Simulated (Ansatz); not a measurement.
The elements of this relaxed trial crystal are hidden behind letters.

```
lattice vectors (Å)
   5.0010    0.0000    0.0000
  -2.5005    4.3310    0.0000
   0.0000    0.0000    3.6382
fractional positions
X 0.0000 0.0000 0.5000
Z 0.3333 0.6667 0.0000
Z 0.3366 0.1683 0.0000
Z 0.8317 0.6634 0.0000
Z 0.8317 0.1683 0.0000
Z 0.1683 0.8317 0.0000
Z 0.1683 0.3366 0.0000
Z 0.6634 0.8317 0.0000
Z 0.6667 0.3333 0.0000
```

All numbers below come from Ansatz, DFT PBE+D3(BJ), scalar-relativistic, plane waves, PAW. The final run on the 9-atom cell used 420 eV, a Γ-centred 9×9×10 mesh, 0.10 eV smearing and no spin polarisation.

```
Space group                               : P6/mmm (No. 191)
Conventional cell                         : a = 5.001 Å, c = 3.638 Å
Volume per atom                           : 8.76 Å³
Density                                   : 3.03 g/cm³
Energy over the elements                  : +0.18 eV/atom
Gap on the 9×9×10 mesh of the 9-atom cell : 0 eV (a metal)
```

Energies are uncorrected and count from the elements' standard states at the same level.

Question: X is a d-block element of period 4 and Z is a p-block element of period 2. Which elements are they?

Answer: X = Ti, Z = C, so the formula is TiC8. Density times volume gives a mean mass of 3.03 × 8.76/1.6605 = 16.0 u per atom, and this set has 16.0 u. Among the elements that the hints allow, noble gases aside, only these give it. Around Ti lie 12 C at 2.33 Å; C on a site of symmetry -6m2 is surrounded by 3 C at 1.43 Å; C on a site of symmetry mm2 is surrounded by 3 C at 1.43–1.46 Å and 2 Ti at 2.33 Å.

A later test with randomly moved atoms came back to the same energy, though modes that don't fit the test's cell weren't probed.
